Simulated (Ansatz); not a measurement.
HfOs (CsCl type, space group No. 221) at seven volumes, DFT-PBEsol in the program Ansatz with PAW potentials, scaled uniformly. One row is withheld.

| V (Å³/atom) | P (GPa) |
|---|---|
| 15.250 | 27.51 |
| 15.752 | 16.93 |
| 16.255 | 7.79 |
| 16.758 | 0.00 |
| 17.260 | ? |
| 17.763 | -12.29 |
| 18.266 | -17.14 |

Fit the shown pressures and predict the withheld one.

P = (3/2)B₀(x^(7/2) − x^(5/2))[1 + (3/4)(B′ − 4)(x − 1)] with x = (V₀/V)^(2/3). Least squares on the six rows gives V₀ = 16.760 Å³/atom, B₀ = 239 GPa, B′ = 4.22. At V = 17.260, x = 0.9806 and P = -6.60 GPa. The run itself gave -6.62 GPa.

Space group Pm-3m (CsCl type). The workflow started from a Materials Project entry (that database holds measured and hypothetical structures alike); the Crystallography Open Database files this formula in space group No. 221, but the cells were not matched. Its standing as an ambient phase is unchecked. Symmetry was held in the PBEsol relaxation; of distortions, only those at the zone centre were tested. The run is not spin-polarised. Spin–orbit coupling is left out wherever it is not named.

Potentials: the later of the program's two PAW sets.
